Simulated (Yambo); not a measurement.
CdTe: sweep of GW parameters

G0W0@PBE for CdTe (zinc blende, space group F-43m, No. 216) in Yambo. Reference settings: 4×4×4 Γ-centred k mesh, bands 9 to 313 and a 15 Ry block in the screening, 313 bands in G with the Bruneval-Gonze terminator, plasmon pole fitted at 27.2 eV. The PBE gap Γ → Γ on this mesh is 0.76 eV; G0W0 gaps are taken between the same points.

```csv
change from the reference,G0W0 gap Γ → Γ (eV),shift of the valence edge (eV),rough Yambo cost
reference settings,1.60,-0.78,1
"166 bands in W, 166 bands in G",1.59,-0.70,within a factor of two
166 bands in G,1.60,-0.78,–
9 Ry block,1.58,-0.72,within a factor of two
no terminator,1.58,-0.72,–
```

The reference isn't shown to be the converged limit. Costs are rough (shared machines), scaled to the same edge states, and given only for runs that recompute the screening.

Without spin-orbit coupling, band edges of such heavy elements can be off by tenths of an eV.

Geometry relaxed with PBEsol; primitive cell a = b = c = 4.589 Å, α = β = γ = 60.00°.

A shift is the quasiparticle energy of the state minus its PBE energy.

The potentials are those of PseudoDojo's stringent table.
